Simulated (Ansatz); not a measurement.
## What DFT gives for FeBrN3O3

```
CELL_PARAMETERS angstrom
7.34365 0.00000 0.00000
-3.67183 6.35979 0.00000
0.00000 0.00000 6.18650
ATOMIC_POSITIONS crystal
Fe 0.66670 0.33330 0.28987
Fe 0.33340 0.66670 0.78987
Br 0.66670 0.33330 0.66260
Br 0.33340 0.66670 0.16260
O 0.86370 0.72740 0.05810
O 0.13630 0.86370 0.55810
O 0.27260 0.13630 0.05810
O 0.13630 0.27260 0.55810
O 0.86370 0.13630 0.05810
O 0.72740 0.86370 0.55810
N 0.79350 0.58690 0.18280
N 0.20660 0.79350 0.68280
N 0.41310 0.20660 0.18280
N 0.20650 0.41310 0.68280
N 0.79340 0.20650 0.18280
N 0.58690 0.79340 0.68280
```

The numbers come from plane-wave PAW DFT (Ansatz): r2SCAN, no spin polarisation, 500 eV, 4×4×4 Γ-centred k points, fermi-dirac occupations (width 0.1 eV). Nothing was relaxed.

- Forces: The largest is on Fe1 (and as large on other atoms): 3.45 eV/Å, components (0.00, 0.00, -3.45). It makes 68° with the line to a nearest neighbour, N15 at 1.74 Å.
- Stress: The pressure is -7.6 GPa (compression positive), so with the atoms held at these fractions the cell would first shrink; the forces are large, so a full relaxation may end otherwise. The principal stresses -8.6, -8.6, -5.5 GPa differ, so its shape would change too.
- Formation energy: -0.15 eV an atom against the elements' usual phases (free molecules for gases, crystals otherwise, with no correction for O₂ or N₂), so it is bound against them; other compounds may still compete. Relaxing would lower it.
- Electronic structure: The gap is 1.25 eV, indirect (the least direct gap found is 1.28 eV).

Origin: a known structure type with other elements, at an estimated volume, so it need not be a known compound. Caveats: no spin polarisation, so a magnetic state may lie lower; atoms or cell far from equilibrium.

Cost: 48 s on 1 thread of AMD EPYC 7R13 Processor (Zen 3) (shared host), peak memory 1.1 GiB (start from a saved density). The time holds forces, stress, DOS, ELF.
